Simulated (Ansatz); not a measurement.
InSb (NiAs type, space group No. 194) at seven volumes, PBE in the plane-wave PAW code Ansatz, shape and atoms relaxed at each. One row is withheld.

```json
[
 {"V (Å³/atom)": "26.676", "P (GPa)": "5.44"},
 {"V (Å³/atom)": "27.556", "P (GPa)": "3.30"},
 {"V (Å³/atom)": "28.435", "P (GPa)": "1.50"},
 {"V (Å³/atom)": "29.315", "P (GPa)": "0.00"},
 {"V (Å³/atom)": "30.194", "P (GPa)": "?"},
 {"V (Å³/atom)": "31.074", "P (GPa)": "-2.31"},
 {"V (Å³/atom)": "31.953", "P (GPa)": "-3.18"}
]
```

### Question
Fit the shown pressures and predict the withheld one.

### Answer
P = (3/2)B₀(x^(7/2) − x^(5/2))[1 + (3/4)(B′ − 4)(x − 1)] with x = (V₀/V)^(2/3). Least squares on the six rows gives V₀ = 29.315 Å³/atom, B₀ = 45.7 GPa, B′ = 4.94. At V = 30.194, x = 0.9805 and P = -1.26 GPa. The run itself gave -1.26 GPa.

Space group P6_3/mmc (NiAs type). The start of the workflow was typed in or built on a structure type; neither database checked (COD, Materials Project) lists it. It is not the phase usual at ambient conditions (space group No. 216). The cell was relaxed with PBE under the symmetry of its start; whether a distortion lowers the energy is not shown. Scalar-relativistic: spin–orbit coupling is off unless named, which matters more the heavier the elements.

Potentials: the later of the program's two PAW sets.
